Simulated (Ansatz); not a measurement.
GaCuGeSe4:
```
GaCuGeSe4
1.0
   -2.68583     2.68583     5.30813
    2.68583    -2.68583     5.30813
    2.68583     2.68583    -5.30813
Ga Cu Ge Se
1 1 1 4
Cartesian
  0.00000   0.00000   5.30813
  2.68583   0.00000   2.65406
  0.00000   2.68583   2.65406
  1.21788   1.23080  -1.24008
 -1.45504   1.46795   6.54821
  1.46795   1.45504   4.06804
  4.14087   1.21788   1.24008
```

Relaxed with LDA. Special points in fractions of this cell's reciprocal vectors: Γ (0.000, 0.000, 0.000); X (0.000, 0.000, 0.500); P (0.250, 0.250, 0.250); N (0.000, 0.500, 0.000); M (0.500, 0.500, -0.500); S (0.314, 0.686, -0.314); S0 (-0.314, 0.314, 0.314); R (-0.128, 0.128, 0.500); G (0.500, 0.500, -0.128).

Question: List the band energies nearest the valence-band maximum at these points for the program Ansatz at the LDA level (PAW).

Answer: In eV from the valence-band maximum; about four levels below and three above (degenerate sets whole), none deeper than 8.9 eV; points with the same levels are listed once.

```tsv
k	below	above
Γ	-1.63 -0.21 0.00 0.00	0.78 1.83 1.96
X	-1.07 -0.69 -0.66 -0.34	0.95 1.54 3.30
P	-1.20 -0.76 -0.72 -0.56	1.43 1.94 3.09
N	-1.40 -1.33 -1.06 -0.63	1.89 2.87 3.12
M	-1.83 -1.83 -1.06 -0.79 -0.79	0.94 1.64 1.88 1.88
S	-1.87 -1.29 -0.73 -0.53	1.49 2.46 2.70
R	-1.26 -0.87 -0.69 -0.52	1.17 1.92 3.68
```

Space group I-4. The workflow started from a Materials Project entry (that database holds measured and hypothetical structures alike); the Crystallography Open Database copy checked does not list it. Whether it is the stable phase at ambient conditions was not checked. The LDA relaxation kept the symmetry of its start; of distortions, only those at the zone centre were tested. The run is not spin-polarised. Scalar-relativistic: spin–orbit coupling is off unless named, which matters more the heavier the elements.

Potentials: the later of the program's two PAW sets.
